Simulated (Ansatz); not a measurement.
# Slab of zincblende GaAs (110), 3 layers

The slab is cut from the zincblende crystal, which needn't be the stable phase, as relaxed on PAW files (23.70 Å³/atom), with 16 Å of vacuum and a dipole correction:

```yaml
crystal:
  lattice:
    - [4.06206, 0.00000, 0.00000]
    - [0.00000, 5.74461, 0.00000]
    - [0.00000, 0.00000, 20.06210]
  atoms:
    - { symbol: Ga, position: [0.25000, 0.12500, 0.39876] }
    - { symbol: As, position: [0.75000, 0.87500, 0.39876] }
    - { symbol: Ga, position: [0.75000, 0.62500, 0.50000] }
    - { symbol: As, position: [0.25000, 0.37500, 0.50000] }
    - { symbol: Ga, position: [0.25000, 0.12500, 0.60124] }
    - { symbol: As, position: [0.75000, 0.87500, 0.60124] }
```

Level of theory: DFT with PBE, scalar-relativistic, in Ansatz 0.2.0; a Γ-centred 8×5×1 k mesh, Fermi–Dirac smearing of 0.02 eV, no spin polarisation. LAPW: all electrons, basis error target 1 meV/atom; PAW: frozen-core files, cutoff 420 eV.

The bulk energy comes from a cell in the slab's orientation on a 8×5×8 mesh. The surface energy is (E(slab) − N·E(bulk))/2A at zero smearing, the mean of both faces; thin slabs carry quantum-size effects.

**Question.** As cut, the LAPW slab lies 3.007 eV above 6 atoms of bulk. What surface energy is that?

**Answer.** Over two faces of 23.33 Å² it is 64.4 meV/Å², and times 16.02 J/m² per eV/Å² that gives γ = 1.032 J/m².

**Question.** What do relaxation and the other method give, and what work function comes out?

**Answer.** 

| method | γ as cut (J/m²) | γ relaxed (J/m²) | Φ as cut (eV) |
| --- | --- | --- | --- |
| LAPW | 1.032 | 0.600 | 4.74 |
| PAW | 1.033 | 0.600 | 4.74 |

**Question.** How do the spacings between the planes relax?

**Answer.** From the bottom face up: d12 -3.5 % of 2.031 Å, d23 -3.5 % of 2.031 Å. The outer plane rumples by 0.614 Å.

**Question.** Where do the band edges lie?

**Answer.** On the k mesh: gap 0.35 eV, valence top 5.00 eV below the vacuum level.
